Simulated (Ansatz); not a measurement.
## NaWO3: do energies and stresses tell the same story?

Method: DFT r2SCAN, scalar-relativistic, plane waves, PAW in Ansatz 0.2.0.

Settings: cutoff 500 eV, Γ-centred mesh 10×10×10 on the computed 5-atom cell, Gaussian smearing of 0.10 eV; no spin polarisation.

Relaxed cell: Pm-3m, a = 3.877 Å, b = 3.877 Å, c = 3.877 Å, α = 90.00°, β = 90.00°, γ = 90.00°, 5 atoms in the primitive cell. Whether it is the stable form of this composition wasn't checked.

Energies at zero smearing and pressures from the stress tensor, at volumes with shape and atoms relaxed:
| V (Å³/atom) | E − E(first) (meV/atom) | P (GPa) |
| --- | --- | --- |
| 10.952 | 0.00 | 16.30 |
| 11.301 | -25.64 | 7.48 |
| 11.651 | -33.53 | -0.01 |
| 12.000 | -26.34 | -6.38 |
| 12.350 | -6.35 | -11.78 |

**Question.** Check P = −dE/dV between neighbouring volumes, and get the bulk modulus from the pressures alone.

**Answer.** With 1 eV/Å³ = 160.2 GPa:
```csv
middle V (Å³/atom),−ΔE/ΔV (GPa),mean P (GPa)
11.126,11.753,11.887
11.476,3.618,3.732
11.825,-3.295,-3.195
12.175,-9.163,-9.077
```

The two differ by 0.13 GPa at most. The mean of two end pressures misses the average over a step by about ΔV² P″/12, up to 0.12 GPa here; with that taken off 0.01 GPa remains. Around V = 11.651 Å³/atom, the two neighbours give B = −V ΔP/ΔV = 11.651 × 13.85 / 0.699 = 230.9 GPa, against B0 = 229.9 GPa from the Birch–Murnaghan fit of the energies.

Spin–orbit coupling is left out, which can shift energies with elements as heavy as these. Spin polarisation was left out, and a magnetic state may lie lower.

Symmetry holds off the tilts and polar distortions that many cubic perovskites undergo.